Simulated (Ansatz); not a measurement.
According to r²SCAN+D4 in the plane-wave PAW code Ansatz, BP in the hexagonal phase (P6_3/mmc; B on 2c, P on 2d) relaxes to a = 3.198 Å, c = 7.967 Å. B has 3 nearest neighbours from 1.85 Å (trigonal planar); P has 3 nearest neighbours from 1.85 Å (trigonal planar). Its formation energy from the elements is -0.054 eV/atom, with no fitted shifts.

The Kohn–Sham gap is 0.87 eV (indirect). The valence maximum lies on the K–Γ line, 11 % of the way from K and the conduction minimum at M (3 equivalent valleys). The screened hybrid HSE06 puts the gap at 1.17 eV. Electrons at the band edge weigh 0.17, 1.1, 4.8 mₑ (principal values). The hole mass is 0.13, 1.6, 2.6 mₑ (principal values).

The bulk modulus is 16.4 GPa. Bader charges are B +1.18, P -1.18 e.

The start of the workflow was typed in or built on a structure type; neither database checked (COD, Materials Project) lists it. It is not the phase usual at ambient conditions (space group No. 216). The cell was relaxed with r²SCAN+D4 under the symmetry of its start; its stability against distortions is not shown here. The references are the lowest solids computed at this level, not always the standard phases.

Potentials: the earlier of the program's two PAW sets.
